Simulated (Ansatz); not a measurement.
La₂MgSi₂:
```
CELL_PARAMETERS angstrom
      7.54085     0.00000     0.00000
      0.00000     7.54085     0.00000
      0.00000     0.00000     4.49039
ATOMIC_POSITIONS crystal
  La 0.68033 0.18033 0.50000
  La 0.31967 0.81967 0.50000
  La 0.81967 0.68033 0.50000
  La 0.18033 0.31967 0.50000
  Mg 0.00000 0.00000 0.00000
  Mg 0.50000 0.50000 0.00000
  Si 0.11251 0.61251 0.00000
  Si 0.88749 0.38749 0.00000
  Si 0.38749 0.11251 0.00000
  Si 0.61251 0.88749 0.00000
```

Relaxed with r²SCAN.

Question: Which orbitals make up the states near the Fermi level in DFT-r²SCAN in the program Ansatz with PAW potentials?

Answer: Within 0.5 eV of the Fermi level: La 5d 61 %, Si 3p 20 %, La 4f 6 %, outside the projected shells 6 %. Projections are on Löwdin-orthogonalised atomic valence shells; empty p or d shells of many metals are not among them.

Question: Tabulate the density of states.

Answer: States/eV per cell of 10 atoms, in 0.25 eV bins, energy from the Fermi level.

```tsv
E (eV)	total	La 4f	La 5d	Si 3p
-7.85	0.00	0.00	0.00	0.00
-7.60	0.00	0.00	0.00	0.00
-7.35	0.00	0.00	0.00	0.00
-7.10	0.00	0.00	0.00	0.00
-6.85	0.00	0.00	0.00	0.00
-6.60	0.00	0.00	0.00	0.00
-6.35	5.85	0.05	1.10	0.75
-6.10	10.15	0.10	1.76	1.31
-5.85	0.00	0.00	0.00	0.00
-5.60	0.00	0.00	0.00	0.00
-5.35	0.00	0.00	0.00	0.00
-5.10	0.00	0.00	0.00	0.00
-4.85	0.00	0.00	0.00	0.00
-4.60	0.00	0.00	0.00	0.00
-4.35	0.00	0.00	0.00	0.00
-4.10	1.18	0.01	0.22	0.58
-3.85	2.84	0.02	0.59	1.33
-3.60	4.43	0.04	0.98	2.00
-3.35	5.10	0.06	1.14	2.28
-3.10	2.87	0.04	0.56	1.46
-2.85	4.40	0.05	0.93	2.37
-2.60	4.56	0.07	1.09	2.48
-2.35	8.32	0.14	2.22	4.81
-2.10	7.95	0.16	2.06	4.78
-1.85	6.57	0.18	1.94	3.70
-1.60	7.02	0.20	1.79	4.25
-1.35	6.06	0.17	2.29	2.99
-1.10	7.94	0.25	3.52	3.48
-0.85	9.42	0.33	4.21	3.55
-0.60	9.18	0.34	4.30	2.94
-0.35	5.15	0.25	2.63	1.48
-0.10	3.19	0.17	1.98	0.53
0.15	3.77	0.21	2.67	0.39
0.40	2.58	0.21	1.83	0.31
0.65	2.50	0.27	1.65	0.32
0.90	4.07	0.58	2.36	0.53
1.15	8.03	1.43	4.63	0.76
1.40	10.19	2.43	5.03	1.04
1.65	12.85	3.99	5.88	1.12
1.90	13.67	5.98	5.27	0.78
2.15	21.29	13.41	5.19	0.68
2.40	42.56	37.35	2.86	0.50
```

Space group P4/mbm. The first step of the workflow began from a Materials Project structure, measured or hypothetical; the Crystallography Open Database copy checked does not list it. Its standing as an ambient phase is unchecked. The cell was relaxed with r²SCAN under the symmetry of its start; its stability against distortions is not shown here. Scalar-relativistic: spin–orbit coupling is off unless named, which matters more the heavier the elements.

Potentials: the earlier of the program's two PAW sets.
